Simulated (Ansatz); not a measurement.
# EuSb (zincblende structure)

Level of theory: DFT, PBEsol, scalar-relativistic, collinear spin; plane waves to 420 eV with PAW datasets (Ansatz 0.2.0), Γ-centred 8×8×8 mesh, 0.05 eV Gaussian smearing. The datasets are Ansatz's generated set soft_2.

```
CELL_PARAMETERS angstrom
0.00000 3.56013 3.56013
3.56013 0.00000 3.56013
3.56013 3.56013 0.00000
ATOMIC_POSITIONS crystal
Eu 0.00000 0.00000 0.00000
Sb 0.25000 0.25000 0.25000
```

This is a trial structure: such lanthanide and actinide compounds mostly take the rock-salt structure.

Magnetic state: ferromagnetic, site spin moments Eu 6.53; Sb -0.33 μB.

Path: Γ–X–U | K–Γ–L–W–X, with Γ = (0.000, 0.000, 0.000), X = (-0.500, -0.500, 0.000), U = (-0.375, -0.375, 0.250), K = (-0.375, 0.000, 0.375), L = (0.000, 0.000, 0.500), W = (-0.500, -0.250, 0.250) in reciprocal vectors of the calculation's cell.

**Question.** Is it a metal or an insulator, and if it has a gap, where are the band edges on this path?

**Answer.** A metal: bands cross the Fermi level.

Levels between -6 and 6 eV from the Fermi level at the path's named points:
```tsv
point	spin	below E_F (eV)	above E_F (eV)
Γ	up	-0.69 -0.69 -0.69 -0.38 -0.30 -0.30 -0.30 -0.13 -0.13 -0.13	2.48 3.10 3.10
Γ	down	-0.59 -0.59 -0.59	2.29 3.66 3.66 4.13 4.13 4.13 4.23 4.23 4.23 4.56
X	up	-1.77 -0.48 -0.48 -0.34 -0.34 -0.33 -0.32 -0.32	0.29 0.29 1.60 2.88 3.82 3.97 3.97
X	down	-1.84 -0.08 -0.08	1.88 3.15 4.09 4.09 4.10 4.26 4.26 4.26 4.31 4.59 4.79 4.79
U and K	up	-1.44 -0.69 -0.50 -0.34 -0.34 -0.33 -0.33 -0.32 -0.11	0.22 1.79 3.18 3.29 4.50 4.60
U and K	down	-1.49 -0.67 -0.16	2.10 3.48 3.74 4.15 4.16 4.24 4.25 4.27 4.32 4.32 5.28 5.35
L	up	-1.52 -0.57 -0.57 -0.35 -0.33 -0.33 -0.33 -0.30	0.00 0.00 3.06 3.38 3.38 4.46 4.67 4.67
L	down	-1.58 -0.37 -0.37	3.33 3.74 3.74 3.75 4.15 4.15 4.24 4.32 4.32 4.34 5.14 5.31 5.31
W	up	-1.22 -0.95 -0.48 -0.34 -0.34 -0.34 -0.33 -0.32 -0.14	0.23 1.69 3.01 3.58 4.17 5.03
W	down	-1.19 -1.06 -0.12	2.01 3.41 4.00 4.06 4.19 4.25 4.26 4.26 4.31 4.37 4.93 5.79
```

Without a U the 4f levels of Eu lie too near the Fermi level, so their share of the states there, and what hangs on it, is overstated. For elements this heavy, spin–orbit coupling would shift levels and gaps; it isn't included here. Site moments are of spin, integrated over atomic spheres. For an f⁶ shell, the formal count of Eu here, Hund's rules give L = S = 3 and J = 0, a non-magnetic ion. Spin-polarised DFT, with or without U, favours a large spin moment instead, a known failure, so moments and magnetic energies here aren't predictions. Only parallel moments were tried, so the real magnetic order may be another.
